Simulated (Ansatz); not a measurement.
Crystals of one structure type (bcc (W type)) and one family of elements, relaxed and computed with PBEsol (plane waves, PAW; program Ansatz).

| crystal | V (Å³/atom) | B₀ by P(V) fit (GPa) |
|---|---|---|
| Li | 20.25 | 13.7 |
| Na | 36.28 | 7.9 |
| K | 70.82 | ? |
| Rb | 86.53 | 2.9 |
| Cs | 108.61 | 2.0 |

Question: Fit a straight line to ln B₀ against ln V and predict the withheld value.

Answer: Least squares on the 4 shown rows: ln B₀ = -1.14 × ln V + (6.099), with a scatter of 6 %. For K this gives 3.5. The run itself gave 3.7, within the scatter.

All cells were relaxed under the symmetry of their starts (and spin orders); stability against distortions was not tested throughout. Spin–orbit coupling is left out wherever it is not named.

Potentials: the later of the program's two PAW sets.
